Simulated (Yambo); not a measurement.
Yambo run on KCaF3 (cubic perovskite, space group Pm-3m, No. 221). The wavefunctions come from this Quantum ESPRESSO step (PBEsol, PseudoDojo standard norm-conserving files, scalar-relativistic):

```
&CONTROL
  calculation = 'nscf'
  pseudo_dir = './pseudo'
  outdir = './out'
/
&SYSTEM
  ibrav = 0
  nat = 5
  ntyp = 3
  ecutwfc = 84.0
  ecutrho = 336.0
  occupations = 'fixed'
  force_symmorphic = .true.
  nbnd = 134
/
&ELECTRONS
  conv_thr = 5e-09
  diago_full_acc = .true.
  diago_thr_init = 1e-08
/
ATOMIC_SPECIES
F 18.9984 F.upf
K 39.0983 K.upf
Ca 40.0780 Ca.upf
CELL_PARAMETERS angstrom
  4.481730000000   0.000000000000   0.000000000000
  0.000000000000   4.481730000000   0.000000000000
  0.000000000000   0.000000000000   4.481730000000
ATOMIC_POSITIONS crystal
F   0.000000000000   0.500000000000   0.000000000000
F   0.500000000000   0.000000000000   0.000000000000
F   0.000000000000   0.000000000000   0.500000000000
K   0.500000000000   0.500000000000   0.500000000000
Ca   0.000000000000   0.000000000000   0.000000000000
K_POINTS automatic
4 4 4 0 0 0
```

Yambo input:

```
rim_cut
gw0
dyson
el_el_corr
HF_and_locXC
ppa
em1d
RandQpts= 1000000
RandGvec= 1 Ry
EXXRLvcs= 84 Ry
VXCRLvcs= 336 Ry
Chimod= "HARTREE"
% BndsRnXp
 1 | 133 |
%
NGsBlkXp= 7 Ry
% LongDrXp
 1.0 | 1.0 | 1.0 |
%
PPAPntXp= 27.2114 eV
% GbndRnge
 1 | 133 |
%
GTermKind= "BG"
DysSolver= "n"
ExtendOut
% QPkrange
 1 | 1 | 20 | 21 |
 3 | 3 | 20 | 21 |
 6 | 6 | 20 | 21 |
 10 | 10 | 20 | 21 |
%
```

k points by index: 1 = Γ, 3 = X, 6 = M, 10 = R.

Table of the .qp output:

```
#    K-point    Band    Eo [eV]    E [eV]    E-Eo [eV]    Vxc [eV]    Vnlxc [eV]    Sc|Eo [eV]    Sc|E [eV]    dSc/dw|Eo [eV]    Re(Z)    Im(Z)
#
    1    20    -0.181752    -2.703555    -2.521803    -22.25050    -30.03969    4.689428    5.267384    -6.236042    0.813555    -0.001163
    1    21    6.056064    7.206956    1.150892    -8.087450    -3.998021    -2.809805    -2.938537    -3.043543    0.899403    -0.609895E-3
    3    20    -0.249388    -2.775821    -2.526433    -22.09223    -29.90071    4.702725    5.282044    -6.239282    0.813476    -0.001201
    3    21    8.138863    9.624509    1.485646    -9.923630    -5.621965    -2.631374    -2.816018    -3.381841    0.889457    -0.673290E-3
    6    20    -0.009763    -2.556264    -2.546501    -22.05613    -29.89904    4.706174    5.296403    -6.306708    0.811840    -0.001170
    6    21    9.098685    11.29112    2.192436    -13.35238    -8.047629    -2.800090    -3.112318    -3.875078    0.875344    -0.776046E-3
    10    20    0.000000    -2.531203    -2.531203    -22.09159    -29.93897    4.729210    5.316177    -6.309742    0.811767    -0.001167
    10    21    9.664263    11.76024    2.095980    -9.946423    -4.631921    -2.974416    -3.218523    -3.169151    0.895685    -0.559138E-4
```
(The two width columns are left out.) Convergence of these settings isn't established.

Geometry of the Materials Project entry, not relaxed at this level.

The structure is a Materials Project entry; no match was found in the copy of COD used, and its stability was not checked.
